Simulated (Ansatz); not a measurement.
Cs₂RbAsF₆:
```xyz
10
Lattice="0.0000 4.7155 4.7155 4.7155 0.0000 4.7155 4.7155 4.7155 0.0000" Properties=species:S:1:pos:R:3 pbc="T T T"
Cs     7.0732     7.0732     7.0732
Cs     2.3577     2.3577     2.3577
Rb     4.7155     4.7155     4.7155
As     0.0000     0.0000     0.0000
F      2.0568     4.7155     4.7155
F      7.3741     4.7155     4.7155
F      4.7155     2.0568     4.7155
F      4.7155     7.3741     4.7155
F      4.7155     4.7155     2.0568
F      4.7155     4.7155     7.3741
```

Relaxed with r²SCAN.

Problem. Map the valence electron density (e/Å³), cut off at 1 on the plane through (0.750, 0.750, 0.750) spanned by u = [1, 0, 0] and v = [-1, 1, 1] in lattice vectors, from DFT-r²SCAN in the program Ansatz with PAW potentials.

Solution. x is the fraction of u, y of v (the angle between them is 90°; rows are the nearest grid lines); atoms in the plane: Cs at (0.00, 0.00), Cs at (0.00, 0.50), Rb at (0.50, 0.75), As at (0.50, 0.25), F at (0.50, 0.47), F at (0.50, 0.03).
```
| .*@@#-.   .:#@@@@@@#:.   .-#@@*. |
|%@@@%+:.     .-+##+-.     .:+%@@@%|
|@@@%+-.       ..::..       .-+%@@@|
|=--:.        ..::::..        .:--=|
|           .-*@@@@@@*-.           |
|          .-#@@@@@@@@#-.          |
|          .-%@@@@@@@@%-.          |
|          .:+@@@@@@@@+:.          |
|...         .:=*##*=:.         ...|
|%%*+-..        ....        ..-+*%%|
|@@@%+-.       ..::..       .-+%@@@|
|.-%@@*-.    .=@@@@@@=.    .-*@@%-.|
|.-%@@*-.   .-@@@@@@@@-.   .-*@@%-.|
|@@@%+-.    .:*@@@@@@*:.    .-+%@@@|
|%%*+-.      .-*@@@@*-.      .-+*%%|
|...         .:-=++=-:.         ...|
|          ..-*@@@@@@*-..          |
|          .:+@@@@@@@@+:.          |
|          .:=@@@@@@@@=:.          |
|           .:-*@@@@*-:.           |
|=--:.       .:-+**+-:.       .:--=|
|@@@%+-.    .:*@@@@@@*:.    .-+%@@@|
|%@@@%+:.   .-@@@@@@@@-.   .:+%@@@%|
| .*@@#-.   .:#@@@@@@#:.   .-#@@*. |
```
Scale: ten equal steps from 0.000 (start of ' ') to 1.00 (end of '@'), in the order ' .:-=+*#%@'; x runs from 0.000 to 1.00, y from 0.000 (bottom) to 1.00 (top).

The density is the valence pseudo-density with augmentation charge, so density and ELF within about 1 Å of a nucleus are not all-electron values.

Space group Fm-3m. The workflow started from a Materials Project entry (that database holds measured and hypothetical structures alike); the Crystallography Open Database copy checked does not list it. Its standing as an ambient phase is unchecked. The cell was relaxed with r²SCAN under the symmetry of its start; whether a distortion lowers the energy is not shown. Scalar-relativistic: spin–orbit coupling is off unless named, which matters more the heavier the elements.

Potentials: the later of the program's two PAW sets.
